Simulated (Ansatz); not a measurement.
**Property card for ScTlP₂S₇**

ScTlP2S7:
```
CELL_PARAMETERS angstrom
      4.33542     4.92973     0.00000
     -4.33542     4.92973     0.00000
     -0.88151     0.00000     6.21690
ATOMIC_POSITIONS crystal
  Sc 0.55269 0.55269 0.00000
  Tl 0.16492 0.16492 0.50000
  P  0.10145 0.70656 0.09066
  P  0.70656 0.10145 0.90934
  S  0.35742 0.69442 0.29954
  S  0.69442 0.35742 0.70046
  S  0.57776 0.17675 0.17496
  S  0.17675 0.57776 0.82504
  S  0.03357 0.03357 0.00000
  S  0.87724 0.60216 0.25037
  S  0.60216 0.87724 0.74963
```

Space group C2 (No. 5); conventional cell a = 8.6708 Å, b = 9.8595 Å, c = 6.2791 Å, α = γ = 90.00°, β = 98.07°.

Method: DFT-r²SCAN+D4 in the program Ansatz with PAW potentials. Geometry: relaxed at this level of theory. Other levels are named where they apply.

Cell and energy:

```
Property                                                       Value
-----------------------------------------------------  -------------
Volume per atom                                             24.16 Å³
Density                                                   3.35 g/cm³
Formation energy from the elements (no fitted shifts)  -0.82 eV/atom
```

Electronic structure:

```
Quantity                                                                                                                       Result
----------------------------------------  -------------------------------------------------------------------------------------------
Band gap                                                                                                           2.20 eV (indirect)
Valence-band maximum                                            at A (k = 0.000, 0.000, 0.500 in fractions of the reciprocal vectors)
Conduction-band minimum                   off the standard path, at k = (-0.026, 0.026, 0.234) in fractions of the reciprocal vectors
Smallest direct gap on the standard path                                                                                      2.29 eV
Electron effective mass                                                                         0.49, 0.67, 1.9 mₑ (principal values)
Hole effective mass                                                                              0.51, 1.5, 1.7 mₑ (principal values)
```

Charges:

```
Property                                                Result
-------------  -----------------------------------------------
Bader charges  Sc +1.87, Tl +0.75, P +1.67, S -0.91 to -0.62 e
```

The workflow started from a Materials Project entry (that database holds measured and hypothetical structures alike); the Crystallography Open Database copy checked does not list it. Whether it is the stable phase at ambient conditions was not checked. The r²SCAN+D4 relaxation kept the symmetry of its start; its stability against distortions is not shown here. No spin polarisation was allowed. The references are the lowest solids computed at this level, not always the standard phases. Spin–orbit coupling is left out wherever it is not named.

Potentials: the later of the program's two PAW sets.
